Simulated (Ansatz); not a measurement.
Free-standing chains of the atoms of Ta, named by their start (strip: triangular double chain, ladder: square double chain); atoms and period are relaxed, and energies count from relaxed bulk Ta (Im-3m, 18.04 Å³/atom, gap on the mesh 0.00 eV).

Level of theory: DFT r2SCAN, scalar-relativistic, plane waves, PAW in Ansatz.

Settings: cutoff 500 eV, Γ-centred mesh 1×1×13 on the computed 2-atom cell, Gaussian smearing of 0.05 eV; collinear spin from starting moments 1.5 1.5 μB.

Start (dimerised chain):

```
CELL_PARAMETERS angstrom
9.00000 0.00000 0.00000
0.00000 9.30000 0.00000
0.00000 0.00000 5.15132
ATOMIC_POSITIONS crystal
Ta 0.50000 0.50000 0.00000
Ta 0.50000 0.50000 0.46500
```

Problem. Relax it.

Solution. The free energy falls by 314 meV/atom.

```
excess energy (eV per host atom)                      : 5.252
period (Å)                                            : 4.988
gap on the mesh (eV)                                  : 0.66
highest filled level or Fermi level under vacuum (eV) : 4.16
size of the moment (μB per cell)                      : 2.00
```

Relaxed structure:
```yaml
crystal:
  lattice:
    - [9.00000, 0.00000, 0.00000]
    - [0.00000, 9.30000, 0.00000]
    - [0.00000, 0.00000, 4.98785]
  atoms:
    - { symbol: Ta, position: [0.50000, 0.50000, 0.02001] }
    - { symbol: Ta, position: [0.50000, 0.50000, 0.44499] }
```

Spin-orbit coupling is left out, which matters for the bands of heavy elements. An odd mesh misses points on the zone edge, so a gap read on it can be too wide.

Each run keeps its start's symmetry and one magnetic start, so lower states can exist.

It took 3.1 min on 2 threads of Intel(R) Xeon(R) Processor @ 2.70GHz, with other jobs on the host, peak memory 1.6 GiB.